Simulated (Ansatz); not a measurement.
A relaxation computed with Ansatz, from input to last step.

```yaml
crystal:
  lattice:
    - [6.2921674577, -5.4491768533, 0.0]
    - [-7.8652093135, -2.7245884366, 0.0]
    - [0.0, 0.0, -12.7046047228]
  atoms:
    - { symbol: W, position: [0.3333333333, 0.6666666667, 0.75] }
    - { symbol: W, position: [0.9047619048, 0.5238095238, 0.75] }
    - { symbol: W, position: [0.4761904762, 0.380952381, 0.75] }
    - { symbol: W, position: [0.0476190476, 0.2380952381, 0.75] }
    - { symbol: W, position: [0.619047619, 0.0952380952, 0.75] }
    - { symbol: W, position: [0.1904761905, 0.9523809524, 0.75] }
    - { symbol: W, position: [0.7619047619, 0.8095238095, 0.75] }
    - { symbol: W, position: [0.518899947, 0.615183914, 0.253400746] }
    - { symbol: W, position: [0.0932403843, 0.4644342573, 0.2572984575] }
    - { symbol: W, position: [0.6666666667, 0.3333333333, 0.25] }
    - { symbol: W, position: [0.2380952381, 0.1904761905, 0.25] }
    - { symbol: W, position: [0.8095238095, 0.0476190476, 0.25] }
    - { symbol: W, position: [0.3808220393, 0.9026321678, 0.2499797329] }
    - { symbol: W, position: [0.9523809524, 0.7619047619, 0.25] }
    - { symbol: S, position: [0.9047619048, 0.5238095238, 0.3733985087] }
    - { symbol: S, position: [0.4761904762, 0.380952381, 0.3733985087] }
    - { symbol: S, position: [0.0476190476, 0.2380952381, 0.3733985087] }
    - { symbol: S, position: [0.619047619, 0.0952380952, 0.3733985087] }
    - { symbol: S, position: [0.1904761905, 0.9523809524, 0.3733985087] }
    - { symbol: S, position: [0.7619047619, 0.8095238095, 0.3733985087] }
    - { symbol: S, position: [0.5238095238, 0.619047619, 0.8733985087] }
    - { symbol: S, position: [0.0952380952, 0.4761904762, 0.8733985087] }
    - { symbol: S, position: [0.6666666667, 0.3333333333, 0.8733985087] }
    - { symbol: S, position: [0.2380952381, 0.1904761905, 0.8733985087] }
    - { symbol: S, position: [0.8095238095, 0.0476190476, 0.8733985087] }
    - { symbol: S, position: [0.380952381, 0.9047619048, 0.8733985087] }
    - { symbol: S, position: [0.9523809524, 0.7619047619, 0.8733985087] }
    - { symbol: S, position: [0.3333333333, 0.6666666667, 0.1266014913] }
    - { symbol: S, position: [0.9047619048, 0.5238095238, 0.1266014913] }
    - { symbol: S, position: [0.4761904762, 0.380952381, 0.1266014913] }
    - { symbol: S, position: [0.0476190476, 0.2380952381, 0.1266014913] }
    - { symbol: S, position: [0.619047619, 0.0952380952, 0.1266014913] }
    - { symbol: S, position: [0.1904761905, 0.9523809524, 0.1266014913] }
    - { symbol: S, position: [0.7619047619, 0.8095238095, 0.1266014913] }
    - { symbol: S, position: [0.5238095238, 0.619047619, 0.6266014913] }
    - { symbol: S, position: [0.0952380952, 0.4761904762, 0.6266014913] }
    - { symbol: S, position: [0.6666666667, 0.3333333333, 0.6266014913] }
    - { symbol: S, position: [0.2380952381, 0.1904761905, 0.6266014913] }
    - { symbol: S, position: [0.8095238095, 0.0476190476, 0.6266014913] }
    - { symbol: S, position: [0.380952381, 0.9047619048, 0.6266014913] }
    - { symbol: S, position: [0.9523809524, 0.7619047619, 0.6266014913] }
  host:
    lattice:
      - [3.1460837264, 2.9e-09, 0.0]
      - [-1.5730418657, 2.7245884281, 0.0]
      - [0.0, 0.0, 12.7046047228]
    atoms:
      - { symbol: W, position: [0.3333333333, 0.6666666667, 0.25] }
      - { symbol: W, position: [0.6666666667, 0.3333333333, 0.75] }
      - { symbol: S, position: [0.3333333333, 0.6666666667, 0.6266014913] }
      - { symbol: S, position: [0.6666666667, 0.3333333333, 0.1266014913] }
      - { symbol: S, position: [0.3333333333, 0.6666666667, 0.8733985087] }
      - { symbol: S, position: [0.6666666667, 0.3333333333, 0.3733985087] }
basis:
  ecutwfc: 420
  xc_grid: 2
kpoints:
  mp_grid: { grid: [2, 2, 2], shift: [0.0, 0.0, 0.0] }
hamiltonian:
  xc: pbesol
scf:
  occupations: { method: gaussian, width: 0.01 }
output:
  forces: true
  stress: false
  eigenvalues: true
  charged_corrections:
    defect_position: [0.33333333, 0.66666667, 0.37339851]
    epsilon: [[13.491, 0.0, 0.0], [0.0, 13.491, 0.0], [0.0, 0.0, 5.5592]]
  write_density: true
  write_potential: true
  elf: true
  volumetric_format: npy
relax:
  adjacent_minimum: "off"
  f_tol: 0.025
  max_steps: 45
```

```bash
ansatz run input.yaml --threads 4 --pin off --max-ram 8192MiB --backend cpu --events-out ev --progress --plain --runs-dir out
```

The calculation used DFT PBEsol, scalar-relativistic, plane waves, PAW (Ansatz).

The cell holds a point defect: S vacancy (site f), neutral.

Of 5 frames 4 are shown, positions in Å and forces in eV/Å; the SCF threshold varies from step to step.

```xyz
41
Lattice="6.2922 -5.4492 0.0000 -7.8652 -2.7246 0.0000 0.0000 0.0000 -12.7046" Properties=species:S:1:pos:R:3:forces:R:3 pbc="T T T" step=1 free_energy_over_end_meV_per_atom=12.19
W    -3.1461   -3.6328   -9.5285    0.0015    0.0002   -0.0278
W     1.5730   -6.3574   -9.5285    0.0074   -0.0046    0.0058
W     0.0000   -3.6328   -9.5285   -0.0092   -0.0062    0.0058
W    -1.5730   -0.9082   -9.5285   -0.0075   -0.0014    0.0084
W     3.1461   -3.6328   -9.5285   -0.0010    0.0099    0.0043
W    -6.2922   -3.6328   -9.5285    0.0061   -0.0032    0.0108
W    -1.5730   -6.3574   -9.5285    0.0060    0.0071    0.0125
W    -1.5735   -4.5037   -3.2194   -0.7500   -0.3252    1.4157
W    -3.0662   -1.7735   -3.2689   -1.9818   -2.0160    2.9697
W     1.5730   -4.5410   -3.1762    0.0010    0.1530    0.0650
W     0.0000   -1.8164   -3.1762   -0.2204   -0.1063   -0.0751
W     4.7191   -4.5410   -3.1762    0.1884    0.5327   -0.0864
W    -4.7032   -4.5345   -3.1759    0.3974    0.2102    0.2214
W     0.0000   -7.2656   -3.1762    0.5264   -0.1916   -0.0750
S     1.5730   -6.3574   -4.7439    0.1248   -0.2461   -0.2795
S     0.0000   -3.6328   -4.7439   -0.2053    0.1961   -0.3428
S    -1.5730   -0.9082   -4.7439    0.8378    0.1595   -1.0458
S     3.1461   -3.6328   -4.7439    0.2478    0.4194   -0.0073
S    -6.2922   -3.6328   -4.7439    0.4702    0.0563    0.0388
S    -1.5730   -6.3574   -4.7439   -0.2597    0.3686   -0.0953
S    -1.5730   -4.5410  -11.0962   -0.0017    0.0015   -0.0045
S    -3.1461   -1.8164  -11.0962    0.0002   -0.0021    0.0013
S     1.5730   -4.5410  -11.0962   -0.0009   -0.0001   -0.0040
S     0.0000   -1.8164  -11.0962    0.0041    0.0023    0.0023
S     4.7191   -4.5410  -11.0962    0.0004   -0.0046    0.0001
S    -4.7191   -4.5410  -11.0962    0.0033    0.0010   -0.0061
S     0.0000   -7.2656  -11.0962   -0.0031    0.0039   -0.0017
S    -3.1461   -3.6328   -1.6084    0.2665    0.5418   -1.1168
S     1.5730   -6.3574   -1.6084    0.5795   -0.1621   -0.5559
S     0.0000   -3.6328   -1.6084   -0.2446   -0.2208   -0.2439
S    -1.5730   -0.9082   -1.6084   -0.2132   -0.0304   -0.1880
S     3.1461   -3.6328   -1.6084   -0.0968    0.2435   -0.0999
S    -6.2922   -3.6328   -1.6084    0.2911   -0.1735   -0.1162
S    -1.5730   -6.3574   -1.6084    0.0355    0.5867   -0.3778
S    -1.5730   -4.5410   -7.9607   -0.0081    0.0039   -0.0032
S    -3.1461   -1.8164   -7.9607    0.0015   -0.0083   -0.0036
S     1.5730   -4.5410   -7.9607    0.0009    0.0007    0.0012
S     0.0000   -1.8164   -7.9607   -0.0052   -0.0031   -0.0013
S     4.7191   -4.5410   -7.9607   -0.0012    0.0054    0.0007
S    -4.7191   -4.5410   -7.9607    0.0075    0.0052   -0.0044
S     0.0000   -7.2656   -7.9607    0.0044   -0.0029   -0.0012
41
Lattice="6.2922 -5.4492 0.0000 -7.8652 -2.7246 0.0000 0.0000 0.0000 -12.7046" Properties=species:S:1:pos:R:3:forces:R:3 pbc="T T T" step=2 free_energy_over_end_meV_per_atom=1.25
W    -3.1459   -3.6328   -9.5309   -0.0023    0.0007   -0.0075
W     1.5738   -6.3577   -9.5282   -0.0025   -0.0017    0.0007
W    -0.0008   -3.6334   -9.5282    0.0043    0.0086   -0.0005
W    -1.5736   -0.9082   -9.5278    0.0061   -0.0008   -0.0002
W     3.1460   -3.6318   -9.5285    0.0062   -0.0028    0.0020
W    -6.2914   -3.6330   -9.5279   -0.0034    0.0019   -0.0019
W    -1.5726   -6.3567   -9.5277   -0.0082   -0.0041   -0.0029
W    -1.6282   -4.5061   -3.1636    0.1987   -0.0419   -0.1315
W    -3.1599   -1.9044   -3.1594    0.1934    0.7721   -0.2751
W     1.5753   -4.5246   -3.2060    0.0592   -0.2074    0.0031
W    -0.0064   -1.8234   -3.1840   -0.0285   -0.1454   -0.0669
W     4.7281   -4.5108   -3.1888   -0.3156   -0.2052   -0.0393
W    -4.6414   -4.5013   -3.1745   -0.3288   -0.1089    0.1478
W     0.0359   -7.2682   -3.1893   -0.2895    0.1137   -0.0749
S     1.6125   -6.3916   -4.7534   -0.0015   -0.1105   -0.0081
S    -0.0621   -3.6352   -4.7491   -0.0067    0.1321   -0.0485
S    -1.6229   -0.9571   -4.7162    0.2735    0.1124   -0.2504
S     3.1751   -3.5730   -4.7515    0.1394   -0.0033   -0.0849
S    -6.2395   -3.6393   -4.7359   -0.0271    0.0901   -0.1338
S    -1.5762   -6.3104   -4.7407   -0.0373   -0.0945   -0.0604
S    -1.5727   -4.5414  -11.0973    0.0036   -0.0025    0.0025
S    -3.1458   -1.8159  -11.0968    0.0004    0.0048   -0.0044
S     1.5729   -4.5410  -11.0960    0.0014    0.0012    0.0056
S     0.0003   -1.8162  -11.0953   -0.0005    0.0014   -0.0048
S     4.7194   -4.5411  -11.0955    0.0009    0.0003   -0.0018
S    -4.7194   -4.5409  -11.0975   -0.0040   -0.0010    0.0030
S    -0.0001   -7.2653  -11.0957    0.0002   -0.0025    0.0015
S    -3.1363   -3.6203   -1.5892   -0.0592   -0.3247    0.7152
S     1.6016   -6.3455   -1.6307    0.0251   -0.0066    0.0426
S    -0.0167   -3.6530   -1.6278    0.0844    0.0849    0.0334
S    -1.6054   -0.9102   -1.6359    0.0825    0.0207    0.1142
S     3.1400   -3.6003   -1.6299    0.0542    0.0021   -0.0534
S    -6.2579   -3.6505   -1.6319   -0.0481    0.0096    0.0678
S    -1.5524   -6.3273   -1.6314    0.0273   -0.0937    0.1172
S    -1.5746   -4.5401   -7.9608   -0.0006   -0.0009   -0.0135
S    -3.1459   -1.8182   -7.9611    0.0017   -0.0006   -0.0119
S     1.5732   -4.5408   -7.9608   -0.0007    0.0004    0.0057
S    -0.0004   -1.8169   -7.9608    0.0008    0.0022    0.0103
S     4.7189   -4.5402   -7.9606    0.0020   -0.0019    0.0080
S    -4.7174   -4.5400   -7.9611   -0.0010    0.0017   -0.0135
S     0.0008   -7.2657   -7.9605    0.0003    0.0001    0.0089
41
Lattice="6.2922 -5.4492 0.0000 -7.8652 -2.7246 0.0000 0.0000 0.0000 -12.7046" Properties=species:S:1:pos:R:3:forces:R:3 pbc="T T T" step=3 free_energy_over_end_meV_per_atom=0.04
W    -3.1435   -3.6307   -9.5337    0.0014   -0.0016   -0.0034
W     1.5760   -6.3557   -9.5284   -0.0012    0.0013    0.0029
W     0.0024   -3.6308   -9.5286   -0.0003   -0.0034    0.0038
W    -1.5705   -0.9061   -9.5286   -0.0009    0.0001    0.0025
W     3.1490   -3.6304   -9.5284   -0.0036    0.0003    0.0019
W    -6.2895   -3.6309   -9.5284    0.0016    0.0023    0.0003
W    -1.5702   -6.3553   -9.5283    0.0023    0.0000   -0.0002
W    -1.6266   -4.5110   -3.1568   -0.0242    0.0348    0.0175
W    -3.1361   -1.8710   -3.1557   -0.0808   -0.1189    0.0044
W     1.5743   -4.5402   -3.2187   -0.0036    0.0353    0.0115
W    -0.0090   -1.8291   -3.1917   -0.0137    0.0367   -0.0175
W     4.7136   -4.5223   -3.1905    0.0535    0.0010   -0.0390
W    -4.6688   -4.5045   -3.1518    0.1009   -0.0129   -0.0499
W     0.0181   -7.2677   -3.1921    0.0238    0.0109   -0.0183
S     1.6152   -6.4149   -4.7567    0.0058    0.0080    0.0207
S    -0.0700   -3.6347   -4.7568    0.0163   -0.0330    0.0073
S    -1.5929   -0.9430   -4.7448   -0.0213    0.0048    0.0421
S     3.1803   -3.5644   -4.7549   -0.0358   -0.0133    0.0175
S    -6.2433   -3.6342   -4.7416   -0.0060   -0.0069    0.0098
S    -1.5933   -6.3149   -4.7424    0.0061    0.0101    0.0192
S    -1.5687   -4.5401  -11.0976   -0.0024    0.0026   -0.0117
S    -3.1436   -1.8124  -11.0979    0.0019   -0.0025   -0.0090
S     1.5759   -4.5390  -11.0955   -0.0008   -0.0001   -0.0031
S     0.0029   -1.8142  -11.0960   -0.0009   -0.0006   -0.0049
S     4.7219   -4.5390  -11.0959    0.0005   -0.0013   -0.0046
S    -4.7183   -4.5401  -11.0977    0.0029    0.0033   -0.0106
S     0.0024   -7.2636  -11.0959    0.0005    0.0011   -0.0034
S    -3.1431   -3.6298   -1.5555   -0.0046    0.0245   -0.0366
S     1.5969   -6.3499   -1.6337    0.0112    0.0194    0.0129
S    -0.0045   -3.6540   -1.6315    0.0101   -0.0258   -0.0200
S    -1.5849   -0.9065   -1.6217   -0.0191   -0.0059   -0.0040
S     3.1299   -3.6163   -1.6310   -0.0244    0.0072    0.0066
S    -6.2828   -3.6455   -1.6229    0.0076    0.0132    0.0270
S    -1.5644   -6.3395   -1.6239   -0.0010    0.0106   -0.0019
S    -1.5729   -4.5377   -7.9635    0.0022   -0.0008    0.0031
S    -3.1433   -1.8172   -7.9635    0.0028    0.0037    0.0023
S     1.5757   -4.5391   -7.9604   -0.0001    0.0012    0.0032
S     0.0025   -1.8145   -7.9610   -0.0023   -0.0010    0.0092
S     4.7220   -4.5384   -7.9609   -0.0024   -0.0036    0.0088
S    -4.7143   -4.5373   -7.9634   -0.0009   -0.0020    0.0026
S     0.0032   -7.2638   -7.9603   -0.0012    0.0011    0.0006
41
Lattice="6.2922 -5.4492 0.0000 -7.8652 -2.7246 0.0000 0.0000 0.0000 -12.7046" Properties=species:S:1:pos:R:3:forces:R:3 pbc="T T T" step=5 free_energy_over_end_meV_per_atom=0.00
W    -3.1437   -3.6307   -9.5344   -0.0002    0.0001   -0.0002
W     1.5757   -6.3555   -9.5289    0.0002    0.0000   -0.0002
W     0.0020   -3.6309   -9.5289   -0.0003   -0.0001   -0.0001
W    -1.5708   -0.9061   -9.5289    0.0003    0.0000   -0.0001
W     3.1485   -3.6303   -9.5289    0.0002    0.0000   -0.0002
W    -6.2897   -3.6308   -9.5289    0.0001   -0.0003   -0.0001
W    -1.5707   -6.3552   -9.5289   -0.0003    0.0002   -0.0004
W    -1.6276   -4.5088   -3.1556    0.0034   -0.0051    0.0051
W    -3.1413   -1.8782   -3.1552    0.0012    0.0060    0.0022
W     1.5752   -4.5389   -3.2165    0.0007   -0.0011    0.0068
W    -0.0088   -1.8281   -3.1914    0.0013    0.0038    0.0053
W     4.7154   -4.5224   -3.1915   -0.0045   -0.0019    0.0066
W    -4.6623   -4.5045   -3.1559   -0.0118   -0.0015    0.0095
W     0.0198   -7.2663   -3.1915   -0.0024    0.0011    0.0072
S     1.6149   -6.4133   -4.7547    0.0028    0.0000   -0.0016
S    -0.0677   -3.6362   -4.7548   -0.0014    0.0014   -0.0030
S    -1.5969   -0.9455   -4.7406   -0.0022    0.0006   -0.0043
S     3.1784   -3.5678   -4.7548    0.0046    0.0036   -0.0028
S    -6.2430   -3.6338   -4.7411    0.0032   -0.0005   -0.0005
S    -1.5917   -6.3128   -4.7409    0.0016    0.0010   -0.0029
S    -1.5691   -4.5400  -11.0989    0.0003    0.0001    0.0000
S    -3.1437   -1.8123  -11.0988   -0.0001   -0.0001   -0.0004
S     1.5754   -4.5389  -11.0960    0.0001   -0.0002   -0.0004
S     0.0026   -1.8142  -11.0965    0.0000    0.0000   -0.0009
S     4.7215   -4.5391  -11.0965   -0.0001   -0.0001   -0.0008
S    -4.7184   -4.5398  -11.0989   -0.0004   -0.0003    0.0000
S     0.0022   -7.2634  -11.0965   -0.0003    0.0001   -0.0011
S    -3.1439   -3.6305   -1.5539    0.0007   -0.0019   -0.0061
S     1.5983   -6.3483   -1.6313    0.0001   -0.0036   -0.0043
S    -0.0036   -3.6538   -1.6317   -0.0005   -0.0009    0.0011
S    -1.5886   -0.9084   -1.6235   -0.0011    0.0005   -0.0017
S     3.1311   -3.6139   -1.6319    0.0018    0.0010   -0.0012
S    -6.2787   -3.6449   -1.6236    0.0031   -0.0034   -0.0062
S    -1.5637   -6.3383   -1.6238   -0.0006    0.0010   -0.0012
S    -1.5732   -4.5379   -7.9639   -0.0003    0.0004   -0.0002
S    -3.1434   -1.8170   -7.9639   -0.0001   -0.0005   -0.0005
S     1.5754   -4.5389   -7.9606    0.0001   -0.0001   -0.0010
S     0.0021   -1.8146   -7.9608    0.0002    0.0003   -0.0003
S     4.7214   -4.5386   -7.9608    0.0001    0.0002   -0.0004
S    -4.7146   -4.5373   -7.9639    0.0003    0.0004   -0.0005
S     0.0027   -7.2636   -7.9608    0.0000    0.0000    0.0000
```

The run took 3.2 min on 4 threads of Arm Neoverse V1, on a shared host, peak memory 3.7 GiB.

Spin–orbit coupling is left out, which can shift energies with elements as heavy as these.